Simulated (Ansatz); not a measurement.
Values for one crystal, relaxed and computed with DFT-PBE in the program Ansatz with PAW potentials; other levels are named.

| Quantity | Value |
|---|---|
| Volume per atom | 19.45 Å³ |
| Electronic character | metallic (no gap) |
| Bulk modulus (Birch–Murnaghan fit) | 74.5 GPa |
| Pressure derivative B′ | 5.8 |
| Density of states at the Fermi level | 0.28 states/eV per atom (mean over ±0.08 eV) |
| Gap with spin–orbit coupling | none (metallic) |

Pick the material that matches.
A. Tl, hcp (Mg type)
B. Ni, fcc (Cu type)
C. Sc, dhcp (α-La type)
D. Ag, simple hexagonal

D, Ag, simple hexagonal

Space group P6/mmm (simple hexagonal). The start of the workflow was typed in or built on a structure type; neither database checked (COD, Materials Project) lists it. It is not the phase usual at ambient conditions (space group No. 225). The PBE relaxation kept the symmetry of its start; its stability against distortions is not shown here. No spin polarisation was allowed. Spin–orbit coupling is left out wherever it is not named.

Potentials: the earlier of the program's two PAW sets.
